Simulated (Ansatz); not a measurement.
## CsO: levels and charges under dearer methods

A database entry relaxed whole under r2SCAN at zero pressure (Immm, No. 71):

```yaml
crystal:
  lattice:
    - [-2.15975, 3.22639, 3.77357]
    - [2.15975, -3.22639, 3.77357]
    - [2.15975, 3.22639, -3.77357]
  atoms:
    - { symbol: Cs, position: [0.74578, 0.74578, 0.00000] }
    - { symbol: Cs, position: [0.25422, 0.25422, 0.00000] }
    - { symbol: O, position: [0.61583, 0.00000, 0.61583] }
    - { symbol: O, position: [0.38417, 0.00000, 0.38417] }
```

Its volume is 26.29 Å³ an atom, +0.7 % against the entry's 26.11, which is old or was flagged in a check.

Single points on this cell with plane-wave PAW DFT (Ansatz 0.2.0; r2SCAN 500 eV, hybrids 420 eV; fermi-dirac occupations of width 0.020 eV; no moments): r2SCAN on a 8×8×8 Γ-centred mesh; r2SCAN with spin-orbit coupling on a 2×2×2 Γ-centred mesh; HSE06 on a 4×4×4 Γ-centred mesh; PBE0 on a 4×4×4 Γ-centred mesh.

Question: What does each level give for gap and charges?

Answer: The runs give:

```json
{"level": "r2SCAN", "gap (eV), or kind": "2.13", "pressure (GPa)": "0.0", "Bader charge of Cs (e)": "+0.81", "Bader charge of O (e)": "-0.81"}
{"level": "r2SCAN with spin-orbit coupling", "gap (eV), or kind": "2.12", "pressure (GPa)": "0.1", "Bader charge of Cs (e)": "+0.81", "Bader charge of O (e)": "-0.81"}
{"level": "HSE06", "gap (eV), or kind": "its mesh misses the band edges", "pressure (GPa)": "-0.1", "Bader charge of Cs (e)": "+0.82", "Bader charge of O (e)": "-0.82"}
{"level": "PBE0", "gap (eV), or kind": "its mesh misses the band edges", "pressure (GPa)": "-0.1", "Bader charge of Cs (e)": "+0.82", "Bader charge of O (e)": "-0.82"}
```

Under r2SCAN the gap is 2.13 eV, over mesh and band path. Spin-orbit coupling moves the r2SCAN gap by -0.01 eV.

Caveats: the relaxation kept the start's symmetry; hybrid pressures are good to a few tenths of a GPa; pressure is positive in compression.
